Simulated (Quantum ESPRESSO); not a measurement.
Kohn-Sham bands of Cs (fcc (Cu type), model phase)

```yaml
crystal:
  lattice:
    - [0.00000, 3.94834, 3.94834]
    - [3.94834, 0.00000, 3.94834]
    - [3.94834, 3.94834, 0.00000]
  atoms:
    - { symbol: Cs, position: [0.00000, 0.00000, 0.00000] }
```

Structure: Materials Project mp-1055940, symmetrised, not relaxed again. This isn't the element's usual structure (bcc); take it as a model of another phase. Computed values, not measurements, from PBEsol: Quantum ESPRESSO (norm-conserving PseudoDojo potentials, cutoff 40 Ry, no spin polarisation, no spin-orbit coupling) on a Γ-centred 8×8×8 mesh, then Wannier90. Density: 10×10×10 mesh, cold smearing 0.01 Ry. Spin-orbit coupling is left out although heavy elements are present.

Energies are relative to the Fermi level; weights are on the orthonormalised atomic waves of the pseudopotential files, averaged over the group. 9 electrons a cell are treated as valence.

| bands | from (eV) | to (eV) | filling | weight on atomic waves |
|---|---|---|---|---|
| 1 | -23.89 | -23.88 | filled | ? |
| 2–4 | -10.72 | -10.61 | filled | ? |

### Question
Which atomic shells make up each group?

### Answer

- 1, weight on atomic waves: Cs 5s 100 %
- 2–4, weight on atomic waves: Cs 5p 100 %

No gap over 0.05 eV opens at the Fermi level at this level of theory.
